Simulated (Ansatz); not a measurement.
Os:
Space group P6₃/mmc (No. 194); a = 2.7158 Å, b = 2.7158 Å, c = 4.2898 Å, α = 90.00°, β = 90.00°, γ = 120.00°

```tsv
atom	site	symmetry	x	y	z
Os	2d	-6m2	0.6667	0.3333	0.2500
```

Relaxed with LDA.

Problem. Which orbitals make up the states near the Fermi level in plane-wave PAW LDA (Ansatz code)?

Solution. Within 0.5 eV of the Fermi level: Os 5d 93 %. Projections are on Löwdin-orthogonalised atomic valence shells; empty p or d shells of many metals are not among them.

Problem. Tabulate the density of states.

Solution. States/eV per cell of 2 atoms, in 0.25 eV bins, energy from the Fermi level.

```
E (eV)  total  Os 5d  Os 6s  Os 5p
------  -----  -----  -----  -----
-7.85    1.34   0.82   0.50   0.02
-7.60    1.48   0.96   0.49   0.02
-7.35    1.63   1.17   0.43   0.02
-7.10    1.93   1.51   0.39   0.02
-6.85    2.02   1.66   0.33   0.02
-6.60    2.28   1.99   0.26   0.02
-6.35    1.76   1.54   0.19   0.02
-6.10    1.51   1.34   0.14   0.02
-5.85    1.35   1.19   0.12   0.02
-5.60    2.58   2.32   0.19   0.03
-5.35    1.51   1.41   0.07   0.02
-5.10    1.98   1.85   0.08   0.02
-4.85    2.63   2.43   0.12   0.03
-4.60    2.53   2.32   0.14   0.03
-4.35    1.34   1.21   0.08   0.02
-4.10    0.78   0.71   0.05   0.01
-3.85    2.27   2.12   0.09   0.02
-3.60    3.41   3.16   0.15   0.03
-3.35    2.41   2.23   0.11   0.02
-3.10    2.42   2.22   0.13   0.02
-2.85    2.78   2.57   0.13   0.02
-2.60    2.59   2.39   0.11   0.02
-2.35    2.42   2.18   0.13   0.02
-2.10    2.86   2.55   0.16   0.02
-1.85    2.26   2.02   0.13   0.01
-1.60    1.89   1.69   0.10   0.01
-1.35    1.47   1.29   0.08   0.01
-1.10    1.46   1.29   0.07   0.01
-0.85    1.31   1.16   0.06   0.00
-0.60    1.28   1.14   0.05   0.00
-0.35    1.20   1.10   0.03   0.00
-0.10    1.16   1.07   0.03   0.00
0.15     1.18   1.09   0.03   0.00
0.40     1.16   1.09   0.03   0.00
0.65     1.26   1.19   0.03   0.00
0.90     1.34   1.28   0.04   0.00
1.15     1.69   1.61   0.05   0.00
1.40     2.00   1.90   0.07   0.00
1.65     2.18   2.07   0.08   0.00
1.90     2.63   2.51   0.09   0.00
2.15     2.85   2.72   0.10   0.00
2.40     2.85   2.71   0.10   0.00
2.65     1.91   1.75   0.11   0.00
2.90     0.63   0.46   0.12   0.00
3.15     0.58   0.38   0.14   0.00
3.40     0.56   0.34   0.15   0.00
3.65     0.55   0.30   0.16   0.00
3.90     0.55   0.28   0.17   0.00
4.15     0.55   0.26   0.18   0.00
4.40     0.55   0.23   0.19   0.00
4.65     0.53   0.20   0.19   0.00
```

Space group P6_3/mmc (hcp (Mg type)). The cell was relaxed with LDA under the symmetry of its start. The run is not spin-polarised. Axis ratios of metals converge slowly with the k-mesh, so a and c are less sure than the volume. Scalar-relativistic: spin–orbit coupling is off unless named, which matters more the heavier the elements.

Potentials: the earlier of the program's two PAW sets.
